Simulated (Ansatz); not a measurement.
## Equation of state of cobalt, simple cubic

Theory: DFT, m-r2SCAN, plane waves (500 eV) with PAW, scalar-relativistic in Ansatz. (PAW data from PBE, frozen cores regenerated.)

The cell is scaled uniformly from the relaxed one, with fractional coordinates and shape fixed. Energies are extrapolated to zero smearing, pressures are those at the given smearing. Magnetic state: ferromagnetic.

| V (Å³/atom) | E − E₀ (meV/atom) | P (GPa) | sphere moment (μB) |
| --- | --- | --- | --- |
| 10.780 | 92.3 | 23.24 | 1.47 |
| 11.270 | 37.8 | 13.57 | 1.61 |
| 11.760 | 7.7 | 5.96 | 1.73 |
| 12.250 | 0.7 | -0.54 | 1.81 |
| 12.740 | 9.8 | -5.77 | 1.89 |
| 13.230 | 35.4 | -10.64 | 1.91 |
| 13.720 | 74.3 | -14.42 | 1.94 |

Q: Fit a third-order Birch-Murnaghan equation.

A: V₀ = 12.21 Å³/atom, B₀ = 150 GPa, B₀′ = 3.0.

m-r²SCAN is r²SCAN on the gauge-invariant kinetic-energy density; without spin polarisation the two are equal.
